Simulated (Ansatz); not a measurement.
Input:

Co$_{3}$C:
```
Co3C
1.0
    4.87193     0.00000     0.00000
    0.00000     6.59689     0.00000
    0.00000     0.00000     4.36376
Co C
12 4
Direct
  0.81871   0.93079   0.66974
  0.18129   0.06921   0.33026
  0.68129   0.06921   0.16974
  0.31871   0.93079   0.83026
  0.31871   0.56921   0.83026
  0.68129   0.43079   0.16974
  0.18129   0.43079   0.33026
  0.81871   0.56921   0.66974
  0.03749   0.25000   0.84548
  0.96251   0.75000   0.15452
  0.46251   0.75000   0.34548
  0.53749   0.25000   0.65452
  0.11869   0.75000   0.55442
  0.88131   0.25000   0.44558
  0.38131   0.25000   0.05442
  0.61869   0.75000   0.94558
```
The run is spin-polarised; directions of the spins, atom by atom: ↑ ↑ ↑ ↑ ↑ ↑ ↑ ↑ ↑ ↑ ↑ ↑ 0 0 0 0.

This is the PBEsol-relaxed structure.

Question: All from PBEsol (plane waves, PAW; program Ansatz), unless another level is named. Give the electronic character.

Answer: metallic (no gap).

Question: Give the formation energy from the elements (no fitted shifts).

Answer: 0.055 eV/atom.

Question: Next, the density of states at the Fermi level?

Answer: 1.1 states/eV per atom (mean over ±0.08 eV).

Space group Pnma. The first step of the workflow began from a Materials Project structure, measured or hypothetical; the Crystallography Open Database copy checked does not list it. Its standing as an ambient phase is unchecked. The PBEsol relaxation kept the symmetry of its start; its stability against distortions is not shown here. Spin order of the final state: ferromagnetic, the only order run, not a proven ground state. The references are the lowest solids computed at this level, not always the standard phases.

Potentials: the later of the program's two PAW sets.
